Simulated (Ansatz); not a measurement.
**K$_{2}$HfSe$_{6}$, a known structure type with other elements, at an estimated volume**

```
CELL_PARAMETERS angstrom
0.00000 5.19033 5.19033
5.19033 0.00000 5.19033
5.19033 5.19033 0.00000
ATOMIC_POSITIONS crystal
Se 0.75630 0.24370 0.24370
Se 0.24370 0.75630 0.24370
Se 0.24370 0.75630 0.75630
Se 0.75630 0.24370 0.75630
Se 0.24370 0.24370 0.75630
Se 0.75630 0.75630 0.24370
Hf 0.00000 0.00000 0.00000
K 0.25000 0.25000 0.25000
K 0.75000 0.75000 0.75000
```

Single point in Ansatz 0.2.0 with PBE, no spin polarisation. Cutoff 420 eV, PAW datasets, 6×6×6 Γ-centred k mesh, fermi-dirac filling (width 0.1 eV).

Question: How is the charge shared?

Answer: Bader charges in e: K +0.83, Hf +1.79, Se -0.58. In the mean Hf gives up most and Se takes most.

Question: Is it stable against the elements?

Answer: -0.45 eV an atom against the elements' usual phases (free molecules for gases, crystals otherwise, with no correction for O₂ or N₂), so it is bound against them; other compounds may still compete. Relaxing would lower it.

Question: What does the stress say?

Answer: The pressure is 0.9 GPa (compression positive), so with the atoms held at these fractions the cell would first expand; the forces are large, so a full relaxation may end otherwise.

Question: What happens at the Fermi level?

Answer: It is a metal, with about 11 states/eV a cell as the mean within 0.25 eV of the Fermi level, mostly Se p (97 %).

Question: What do density and ELF say about some of the short contacts?

Answer: Se–Hf at 2.53 Å: least valence density 0.51 e/Å³ and ELF 0.43 there. K–Se at 3.67 Å: least valence density 0.04 e/Å³ and ELF 0.02 there, so no covalent bond. Both are smooth PAW fields, read partly inside the augmentation spheres.

Question: Which atom feels the largest force, and which way?

Answer: The largest is on Se6 (and as large on other atoms): 1.18 eV/Å, components (0.00, 0.00, -1.18). It makes 180° with the line to a nearest neighbour, Hf7 at 2.53 Å, pointing away from it.

Origin: a known structure type with other elements, at an estimated volume, so it need not be a known compound. Caveats: many states at the Fermi level without spin polarisation, so a magnetic state may lie lower.
